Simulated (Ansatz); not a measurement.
# Cs, diamond: geometry optimisation

Theory: DFT, BLYP, plane waves (420 eV) with PAW, scalar-relativistic in Ansatz 0.2.0. The PAW files were generated under PBE, with cores re-solved for the functional.

k-point mesh 5×5×5, Fermi-Dirac smearing 0.1 eV, no spin polarisation. Cell and atoms relax.

Starting structure:

```yaml
crystal:
  lattice:
    - [0.0, 5.3027061682, 5.3027061682]
    - [5.3027061682, 0.0, 5.3027061682]
    - [5.3027061682, 5.3027061682, 0.0]
  atoms:
    - { symbol: Cs, position: [0.125, 0.125, 0.125] }
    - { symbol: Cs, position: [0.875, 0.875, 0.875] }
hamiltonian:
  xc: blyp
  pseudopotentials:
    kind: paw
    azcp:
      Cs: "pseudopotentials/Cs.paw.azcp"
basis:
  ecutwfc: 420
  fft_grid_basis: typed
kpoints:
  mp_grid: { grid: [5, 5, 5], shift: [0, 0, 0] }
magnetization:
  spin_polarized: false
scf:
  occupations: { method: fermi_dirac, width: 0.1 }
relax:
  max_steps: 60
  f_tol: 0.01
  cell: {}
```

**Question.** What cell does the relaxation end in?

**Answer.** Fd-3m with a = 12.073 Å; 219.99 Å³ per atom against 149.11 at the start (47.5 %).

**Question.** How much energy does the relaxation gain?

**Answer.** 84.4 meV per atom.
